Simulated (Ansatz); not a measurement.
Here is the system:

CsCdCl3:
```
CELL_PARAMETERS angstrom
      5.25800     0.00000     0.00000
      0.00000     5.25800     0.00000
      0.00000     0.00000     5.25800
ATOMIC_POSITIONS crystal
  Cs 0.00000 0.00000 0.00000
  Cd 0.50000 0.50000 0.50000
  Cl 0.00000 0.50000 0.50000
  Cl 0.50000 0.00000 0.50000
  Cl 0.50000 0.50000 0.00000
```

This is the r²SCAN-relaxed structure.

Problem. All from DFT-r²SCAN in the program Ansatz with PAW potentials, unless another level is named. Estimate the band gap.

Solution. 2.48 eV (indirect).

Problem. And the electron effective mass with spin–orbit coupling?

Solution. 0.27 mₑ (isotropic).

Problem. And the conduction-band minimum?

Solution. at Γ.

Problem. Give the valence-band maximum.

Solution. at R.

Space group Pm-3m (cubic perovskite). The first step of the workflow began from a Materials Project structure, measured or hypothetical; the Crystallography Open Database files this formula in space group No. 221, but the cells were not matched. Whether it is the stable phase at ambient conditions was not checked. Symmetry was held in the r²SCAN relaxation; its stability against distortions is not shown here. Spin–orbit coupling is left out wherever it is not named.

Potentials: the later of the program's two PAW sets.
